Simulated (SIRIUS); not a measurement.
Consider a self-consistent single point of InSe (P1, 4 atoms in the cell; from Materials Project mp-21405, changed as shown).

```
CELL_PARAMETERS angstrom
      5.82639    -2.05465     0.00000
      5.82639     2.05465     0.00000
     -1.72323     0.00000     4.77135
ATOMIC_POSITIONS crystal
  In 0.11180 0.11180 0.95316
  In 0.85170 0.92470 0.04684
  Se 0.33907 0.33907 0.33104
  Se 0.66093 0.66093 0.66896
```

All values come from this method and carry its errors: LDA (PW92), FP-LAPW (LAPW with two local orbitals a valence shell; core below -3 Ha), all-electron full potential with ZORA scalar-relativistic valence and Dirac core (SIRIUS 7.12.0).

SIRIUS settings:

- parameters.ngridk: 4 4 4
- basis: LAPW with two local orbitals a valence shell, core below -3 Ha
- unit_cell.atom_type_rmt: {In: 2.4, Se: 2.33} bohr
- parameters.xc_functionals: [XC_LDA_X, XC_LDA_C_PW]
- parameters.aw_cutoff: 7
- parameters.pw_cutoff: 16 1/bohr
- parameters.smearing: gaussian
- parameters.smearing_width: 0.000367493 Ha
- parameters.electronic_structure_method: full_potential_lapwlo
- parameters.lmax_apw: 8
- parameters.lmax_rho: 8
- parameters.lmax_pot: 8
- parameters.auto_rmt: 0
- parameters.num_fv_states: 42
- parameters.num_mag_dims: 0
- parameters.num_dft_iter: 100
- parameters.energy_tol: 1e-07 Ha
- parameters.density_tol: 1e-06
- mixer.type: broyden2
- mixer.beta: 0.2
- mixer.use_hartree: true

**Question.** Estimate, at this level of theory: gap on the k-point mesh and largest force (vector length).

**Answer.** The run gave:

* **Gap on the k-point mesh**: 1.06 eV
* **Largest force (vector length)**: 0.631 eV/Å

The gap is read on the k-point mesh of the run and can differ from the gap over the whole zone at this level.

For comparison: a first run was changed to give this one (atom 2 moved by +0.15 angstrom along y; unit_cell.atom_type_rmt: {In: 2.4, Se: 2.38} bohr → {In: 2.4, Se: 2.33} bohr), and from it to this one the largest force goes from 0.093 to 0.631 eV/Å and the gap on the mesh hardly changes (1.055 to 1.056 eV).

The structure comes from a collection of computed structures, made at another level of theory; the collection holds predicted forms beside known ones. Values depend on the basis (sphere radii, cutoffs, local orbitals), which need not be converged.

Cost on one core: roughly 2.0 core-minutes.
